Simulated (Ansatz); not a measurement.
The start is a relaxed Al cell displaced along its unstable phonon at q = (½, 0, 0) of its primitive reciprocal cell (93i cm⁻¹), largest move 0.15 Å. Cell shape, volume and atoms are optimised at zero target pressure with r2SCAN (plane waves to 500 eV, PAW, scalar-relativistic; Ansatz, a program for electronic structure). The first steps use a coarse 4×8×12 k-mesh.

Starting cell:
```yaml
crystal:
  lattice:
    - [9.09377, 0.00000, 0.00000]
    - [-2.27344, 3.93772, 0.00000]
    - [0.00000, 0.00000, 2.75881]
  atoms:
    - { symbol: Al, position: [0.00000, 0.00000, 0.02005] }
    - { symbol: Al, position: [0.50000, 0.00000, 0.97995] }
    - { symbol: Al, position: [0.16667, 0.66667, 0.55437] }
    - { symbol: Al, position: [0.66667, 0.66667, 0.44563] }
    - { symbol: Al, position: [0.33333, 0.33333, 0.44563] }
    - { symbol: Al, position: [0.83333, 0.33333, 0.55437] }
```

```json
{
 "energy_released": "0.14 eV/atom",
 "volume_change": "-3.4 %, from 16.46 to 15.91 Å³/atom",
 "relative_to_the_parent": "It does not go back: it reaches Fm-3m (No. 225), fcc (Cu type), 0.14 eV/atom below the parent",
 "band_gap_at_the_end": "no gap (metallic)",
 "optimiser_moves": "19"
}
```

It ends as:

```cif
data_Al4
_chemical_formula_sum 'Al4'
_space_group_name_H-M_alt 'Fm-3m'
_space_group_IT_number 225
_space_group_name_Hall '-F 4 2 3'
_cell_length_a 3.99273
_cell_length_b 3.99273
_cell_length_c 3.99273
_cell_angle_alpha 90.000
_cell_angle_beta 90.000
_cell_angle_gamma 90.000
loop_
_atom_site_label
_atom_site_type_symbol
_atom_site_symmetry_multiplicity
_atom_site_Wyckoff_symbol
_atom_site_fract_x
_atom_site_fract_y
_atom_site_fract_z
_atom_site_occupancy
Al1 Al 4 b 0.50000 0.50000 0.50000 1
```
(The calculation used a cell of 1 atom; values per cell refer to that cell.)

Final values are on a 20×20×20 k-mesh of the relaxed cell. No spin polarisation in the result.

The run could not lose the symmetry of its start.

Of the parent cell (P6/mmm (No. 191)): it is a generated cell of Al: the first start was made by placing the elements on the sites of a structure type, and the end was not matched to a known phase here, so it may be hypothetical. Known forms of Al include space group No. 225.
